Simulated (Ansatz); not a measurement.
CdTe:
```cif
data_CdTe
_chemical_formula_sum 'Cd1 Te1'
_space_group_name_H-M_alt 'P 1'
_space_group_IT_number 1
_cell_length_a 4.53193
_cell_length_b 4.53193
_cell_length_c 4.53193
_cell_angle_alpha 60.000
_cell_angle_beta 60.000
_cell_angle_gamma 60.000
loop_
_space_group_symop_operation_xyz
  'x, y, z'
loop_
_atom_site_label
_atom_site_type_symbol
_atom_site_fract_x
_atom_site_fract_y
_atom_site_fract_z
_atom_site_occupancy
Cd1 Cd 0.00000 0.00000 0.00000 1
Te1 Te 0.75000 0.75000 0.75000 1
```

Relaxed with LDA.

Q: Decompose the optical modes at the zone centre into irreducible representations, and say which are infrared and Raman allowed.

A: Point group -43m: Γ_opt = T2. Infrared: T2. Raman: T2.

Q: Assign frequencies (DFPT, the program Ansatz at the LDA level (PAW); without the LO–TO term).

A: T2 148 cm⁻¹.

Space group F-43m (zinc blende). The cell was relaxed with LDA under the symmetry of its start. Scalar-relativistic: spin–orbit coupling is off unless named, which matters more the heavier the elements.

Potentials: the earlier of the program's two PAW sets. The files were generated under PBE; for other functionals the program regenerates the frozen cores, and for LDA and PBEsol the local potential too.
